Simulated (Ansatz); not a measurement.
**Random displacements in Al$_{3}$GaN$_{4}$**

Computed with Ansatz, DFT PBEsol, scalar-relativistic, plane waves, PAW. The runs took a 420 eV cutoff, a Γ-centred 6×6×6 mesh and Gaussian smearing (0.05 eV). No spin polarisation. Energies are free energies at this smearing, counted from the undisturbed cell; pressure is positive in compression.

The undisturbed cell (as given, not relaxed at this level, and it needn't be the usual structure):

```xyz
8
Lattice="4.4014 0.0000 0.0000 0.0000 4.4014 0.0000 0.0000 0.0000 4.4014" Properties=species:S:1:pos:R:3 pbc="T T T"
Al    2.2007    2.2007    0.0000
Al    2.2007    0.0000    2.2007
Al    0.0000    2.2007    2.2007
Ga    0.0000    0.0000    0.0000
N     3.2754    3.2754    1.1260
N     3.2754    1.1260    3.2754
N     1.1260    3.2754    3.2754
N     1.1260    1.1260    1.1260
```

The atoms are displaced (Å, in the unstrained cell):

| atom | ux | uy | uz |
| --- | --- | --- | --- |
| Al1 | 0.066 | -0.052 | 0.021 |
| Al2 | -0.080 | -0.033 | 0.054 |
| Al3 | -0.020 | 0.050 | -0.037 |
| Ga4 | -0.065 | 0.108 | -0.028 |
| N5 | 0.109 | -0.024 | 0.018 |
| N6 | -0.045 | 0.017 | 0.002 |
| N7 | 0.034 | 0.090 | -0.075 |
| N8 | 0.000 | -0.157 | 0.044 |

Strain (Voigt, engineering shear): (-0.0054, -0.0122, -0.0035, -0.0228, -0.0397, 0.0603).

**Question.** What are the energy change, the stress and the forces?

**Answer.** ΔE = 204.5 meV/atom; stress (xx, yy, zz, yz, xz, xy; compression positive) (11.82, 11.97, 12.41, -3.93, 12.59, -15.09) GPa; gap on the mesh 2.80 eV.
| atom | Fx (eV/Å) | Fy | Fz |
| --- | --- | --- | --- |
| Al1 | -2.01 | 1.68 | 0.94 |
| Al2 | 3.15 | -0.32 | -0.51 |
| Al3 | 2.44 | -2.31 | 2.38 |
| Ga4 | 1.35 | -2.53 | 0.80 |
| N5 | -3.05 | 2.06 | -2.40 |
| N6 | 0.45 | 0.34 | -1.91 |
| N7 | -1.56 | -2.56 | 2.59 |
| N8 | -0.77 | 3.64 | -1.89 |

Cost: 1 run of about 0.44 core-minutes, on Arm Neoverse V1 (shared hosts).